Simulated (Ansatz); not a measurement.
IrW:
```
CELL_PARAMETERS angstrom
      0.00000     2.60077     2.60077
      2.60077     0.00000     2.60077
      2.60077     2.60077     0.00000
ATOMIC_POSITIONS crystal
  Ir 0.00000 0.00000 0.00000
  W  0.50000 0.50000 0.50000
```

Relaxed with PBE. Special points in fractions of this cell's reciprocal vectors: Γ (0.000, 0.000, 0.000); X (0.500, 0.000, 0.500); U (0.625, 0.250, 0.625); K (0.375, 0.375, 0.750); L (0.500, 0.500, 0.500); W (0.500, 0.250, 0.750).

Q: List the band energies nearest the Fermi level at these points for plane-wave PAW PBE with spin–orbit coupling (Ansatz code).

A: In eV from the Fermi level; about four levels below and three above (degenerate sets whole), none deeper than 8.9 eV; points with the same levels are listed once.

```
k                                below                above
-  -----------------------------------  -------------------
Γ  -5.28 -5.28 -5.28 -5.28 -4.87 -4.87  2.24 2.24 2.24 2.24
X              -1.59 -1.59 -1.42 -1.42  0.70 0.70 1.05 1.05
U              -2.24 -2.24 -0.29 -0.29  0.34 0.34 0.78 0.78
L              -1.86 -1.86 -0.79 -0.79  0.05 0.05 0.45 0.45
W              -1.81 -1.81 -1.63 -1.63  0.69 0.69 0.86 0.86
```

Space group Fm-3m (rock salt). The start of the workflow was typed in or built on a structure type; neither database checked (COD, Materials Project) lists it. COD files the formula under space group No. 51. Whether it is the stable phase at ambient conditions was not checked. The PBE relaxation kept the symmetry of its start; its stability against distortions is not shown here. No spin polarisation was allowed. The volume moved by 18 % from the start of the relaxation. Its formation energy is positive at this level, so the cell may be metastable or incomplete.

Potentials: the later of the program's two PAW sets.
